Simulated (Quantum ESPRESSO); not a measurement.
Hf2TiO4F4, convergence and cost over cutoff and k mesh

Simulated, not a measurement. The program is pw.x of Quantum ESPRESSO 7.5 (plane-wave density functional theory). The cell is made up: 11 atoms on a fluorite lattice with one site empty, with randomly drawn elements, strain and displacements, not relaxed. PseudoDojo standard norm-conserving files (v0.5 for PBE, v0.4.1 for LDA and PBEsol) set the functional; there is no spin polarisation, spin-orbit coupling or dispersion term, and the masses in the input are unused placeholders.

The hafnium pseudopotential is less sure than the others, with forces about 3 percent (worst 6) and pressure in oxides about 1.5 GPa (worst 2.7) from a second method in checks, which no rerun with the same files tests.

Input of the run in row 4:

```
&control calculation='scf', pseudo_dir='./dojo.nc.sr.pbe.v0_5.standard.upf', outdir='./o', disk_io='low', tprnfor=.true., tstress=.true. /
&system ibrav=0, nat=11, ntyp=4, nbnd=50, ecutwfc=84.00895049, nosym=.true., tot_charge=0,
 occupations='smearing', smearing='fd', degauss=0.0018374661
/
&electrons conv_thr=7.350e-09, electron_maxstep=60, /
ATOMIC_SPECIES
F 1.0 F.upf
Hf 1.0 Hf.upf
O 1.0 O.upf
Ti 1.0 Ti.upf
CELL_PARAMETERS angstrom
4.9616 0.0 0.0
0.0 4.9616 0.0
0.0 0.0 4.9616
ATOMIC_POSITIONS angstrom
Hf -0.0238 2.5249 2.4735
Hf 2.4373 0.0166 2.4887
Ti 2.4376 2.5023 0.0588
O 1.2234 1.2211 1.1785
O 1.2451 1.247 3.6608
F 1.2721 3.7051 1.2601
F 1.2853 3.7387 3.6861
O 3.6843 1.2361 1.1969
F 3.7699 1.2316 3.6545
F 3.7643 3.7045 1.2769
O 3.718 3.7703 3.7754
K_POINTS automatic
5 5 5 1 1 1
```

The same cell was run at these settings. Meshes are shifted by half a step, and differences are from the last row, which is itself not exact.

| cutoff (eV) | k mesh | k points solved | threshold (eV) | free energy less the last row's (eV) | pressure (GPa) | largest stress difference (GPa) | largest force difference (eV/Å) | iterations | wall time (s) | k-point pools | processor |
| --- | --- | --- | --- | --- | --- | --- | --- | --- | --- | --- | --- |
| 800 | 2 x 2 x 2 | 4 | 1e-04 | 1.516 | -14.14 | 16.67 | 0.049 | 15 | 13 | 4 | Intel Xeon, 2023 or later |
| 1143 | 2 x 2 x 2 | 4 | 1e-07 | -0.155 | 2.09 | 0.46 | 0.062 | 16 | 23 | 4 | Intel Xeon, 2023 or later |
| 655 | 5 x 5 x 5 | 63 | 1e-07 | 9.977 | -59.66 | 62.20 | 0.178 | 16 | 84 | 4 | Intel Xeon, 2023 or later |
| 1143 | 5 x 5 x 5 | 63 | 1e-07 | 0.003 | 2.47 | 0.03 | 0.002 | 17 | 184 | 4 | Intel Xeon, 2023 or later |
| 1437 | 7 x 7 x 7 | 172 | 1e-07 | 0.000 | 2.50 | 0.00 | 0.000 | 17 | 812 | 4 | Intel Xeon, 2023 or later |

Each pool is one process. Wall times include start-up and a band step at six k points, which weighs most on the coarsest meshes. The runs were on shared virtual cores whose load varied, so times are rough.